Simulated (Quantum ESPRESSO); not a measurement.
# Mg3SnTa2MoSc: one composition in several site orders

A calculation, not a measurement. The program is pw.x of Quantum ESPRESSO 7.5 (plane-wave density functional theory). The cell is made up: eight metal atoms on a hexagonal close-packed lattice, with elements, volume, strain and displacements drawn at random and not relaxed, so it may be unstable or far from any real phase. PseudoDojo standard norm-conserving files set the functional (PBE unless stated); there is no spin polarisation or spin-orbit coupling, the Fermi-Dirac width of 0.25 eV means electrons at about 2900 K, and the masses in the input are unused placeholders. The tin pseudopotential is less sure than most, with forces differing by about three percent from a second method on plain tin. Heavy elements are run without spin-orbit coupling, which real alloys of them have. A spin test at this wide smearing found no moment, but such smearing suppresses magnetism that the real alloy may have.

The runs put one composition on the sites in different orders. Cell, positions, cutoff, mesh and smearing stay as in the input of run 1; sites are counted in its order. Stress in the tables is positive in tension.

Input of run 1:

```
&control calculation='scf', pseudo_dir='./dojo.nc.sr.pbe.v0_5.standard.upf', outdir='./o', disk_io='minimal', tprnfor=.true., tstress=.true. /
&system ibrav=0, nat=8, ntyp=5, nbnd=61, ecutwfc=84.00895049, nosym=.true., tot_charge=0,
 occupations='smearing', smearing='fd', degauss=0.0183746611
/
&electrons conv_thr=1.470e-08, electron_maxstep=70, mixing_beta=0.5 /
ATOMIC_SPECIES
Mg 1.0 Mg.upf
Mo 1.0 Mo.upf
Sc 1.0 Sc.upf
Sn 1.0 Sn.upf
Ta 1.0 Ta.upf
CELL_PARAMETERS angstrom
0.0 0.0 -4.8557
0.0 5.2968 0.0
6.1162 0.0 0.0
ATOMIC_POSITIONS angstrom
Mg -0.1146 -0.0176 0.0772
Sn 3.1187 -0.2067 0.0113
Ta 1.6576 2.5246 -0.0981
Ta 4.6754 2.7559 0.0429
Mg -0.0497 1.777 -2.5046
Mo 3.0972 1.7479 -2.246
Mg 1.4746 4.3916 -2.3894
Sc 4.6178 4.4772 -2.5018
K_POINTS automatic
5 5 4 1 1 1
```

| run | elements on sites 1 to 8 | free energy less that of run 1 (eV) | -TS (eV) | pressure (GPa) | stress xx (GPa) | stress yy (GPa) | stress zz (GPa) | stress yz (GPa) | stress xz (GPa) | stress xy (GPa) | iterations |
| --- | --- | --- | --- | --- | --- | --- | --- | --- | --- | --- | --- |
| 1 | Mg Sn Ta Ta Mg Mo Mg Sc | 0.000 | -1.378 | 0.96 | 0.83 | -1.87 | -1.83 | 1.09 | -0.72 | 0.32 | 13 |
| 2 | Ta Mg Sn Mg Mg Sc Mo Ta | -0.050 | -1.441 | 0.79 | 3.14 | -3.52 | -1.99 | -1.15 | 0.39 | -0.01 | 13 |
| 3 | Ta Mg Mg Sc Sn Mo Ta Mg | 0.495 | -1.482 | 0.00 | 2.74 | -0.58 | -2.15 | -0.34 | 0.54 | -0.33 | 14 |
| 4 | Mg Ta Ta Mg Mo Sn Mg Sc | 0.696 | -1.577 | 1.24 | 0.55 | -0.10 | -4.17 | 0.12 | 1.42 | 3.25 | 15 |
| 5 | Mg Mg Ta Ta Sn Mg Sc Mo | 0.010 | -1.430 | -0.10 | 1.39 | 0.54 | -1.62 | 0.27 | 0.34 | 1.66 | 14 |
| 6 | Mo Ta Mg Sc Mg Ta Mg Sn | 0.268 | -1.309 | 0.66 | 0.91 | -0.04 | -2.86 | -0.93 | 0.17 | 1.79 | 13 |

Forces Fx Fy Fz (eV/Å):

```
site              run 1              run 2              run 3             run 4             run 5             run 6
   1    1.23 0.48 -0.77   1.59 -0.60 -0.73    1.89 0.40 -1.00   1.25 0.47 -0.73   0.61 0.15 -0.70  -0.02 0.48 -0.83
   2   -0.99 1.83 -0.23    -0.85 0.41 0.05   -0.90 1.11 -0.01  -1.56 1.51 -0.01  -0.28 0.98 -0.01  -0.36 2.32 -0.53
   3    0.48 -0.09 0.46    -1.19 0.93 1.46    -0.44 0.08 0.94   -1.41 0.25 1.54   -0.60 0.21 1.32  -0.77 -0.07 1.13
   4  -0.84 -2.12 -0.80   0.19 -0.66 -0.18  -0.07 -1.07 -0.52  0.37 -1.16 -0.26  -0.16 0.41 -0.31  0.11 -1.14 -0.47
   5     0.63 0.36 0.58     0.48 0.13 0.44    0.66 -0.36 0.83    1.17 0.28 0.42    0.29 0.04 0.70   0.81 -0.40 0.51
   6    0.07 0.41 -0.26  -0.05 -0.47 -1.90  -0.42 -0.26 -1.10  0.33 -0.57 -1.75  0.46 -0.11 -1.36  0.41 -1.12 -1.14
   7   0.44 -0.07 -0.18   -0.75 0.03 -0.25   -0.07 0.26 -0.12   0.10 0.03 -0.25  0.07 -0.16 -0.23   0.06 0.17 -0.12
   8   -1.01 -0.78 1.20     0.58 0.24 1.12   -0.67 -0.15 0.98  -0.25 -0.81 1.04  -0.38 -1.52 0.59  -0.24 -0.23 1.45
```

The sites are displaced and not relaxed, so the energy differences hold strain from misfit and are not ordering energies. A rerun of one cell of this series at a higher cutoff and on a denser mesh moved values by no more than 0.003 eV in energy, 0.04 GPa in stress and 0.008 eV/Å in force, and a second program with other atomic files agreed on that cell to 2 % rms in force and 0.5 GPa in pressure.